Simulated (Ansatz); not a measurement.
Ti₂SiB₂:
```cif
data_B4Si2Ti4
_chemical_formula_sum 'Si2 Ti4 B4'
_space_group_name_H-M_alt 'Cmmm'
_space_group_IT_number 65
_space_group_name_Hall '-C 2 2'
_cell_length_a 3.02316
_cell_length_b 10.40977
_cell_length_c 3.36024
_cell_angle_alpha 90.000
_cell_angle_beta 90.000
_cell_angle_gamma 90.000
loop_
_atom_site_label
_atom_site_type_symbol
_atom_site_symmetry_multiplicity
_atom_site_Wyckoff_symbol
_atom_site_fract_x
_atom_site_fract_y
_atom_site_fract_z
_atom_site_occupancy
Si1 Si 2 a 0.00000 0.00000 0.00000 1
Ti1 Ti 4 j 0.50000 0.13563 0.50000 1
B1 B 4 i 0.00000 0.20752 0.00000 1
```
(The calculation used a cell of 5 atoms; values per cell refer to that cell.)

Relaxed at zero pressure with PBEsol in the plane-wave PAW code Ansatz.

Problem. The volume is lowered by 3 % and shape and atoms relax at that volume. What pressure results, and how do the axes share the change?

Solution. 6.6 GPa; a -0.9 %, b -0.9 %, c -1.2 %; the energy rises by 6 meV/atom.

Problem. Give the new structure.

Solution. 
Space group Cmmm (No. 65); a = 2.995 Å, b = 10.316 Å, c = 3.320 Å, α = 90.00°, β = 90.00°, γ = 90.00°

```
atom  site  symmetry       x       y       z
----  ----  --------  ------  ------  ------
Si      2a       mmm  0.0000  0.0000  0.0000
Ti      4j       m2m  0.5000  0.1353  0.5000
B       4i       m2m  0.0000  0.2071  0.0000
```

The phase is kept; no other phase was compared at this pressure.

The start of the workflow was typed in or built on a structure type; neither database checked (COD, Materials Project) lists it. Whether it is the stable phase at ambient conditions was not checked. The cell was relaxed with PBEsol under the symmetry of its start; whether a distortion lowers the energy is not shown. The run is not spin-polarised.

Potentials: the earlier of the program's two PAW sets. The files were generated under PBE; for other functionals the program regenerates the frozen cores, and for LDA and PBEsol the local potential too.
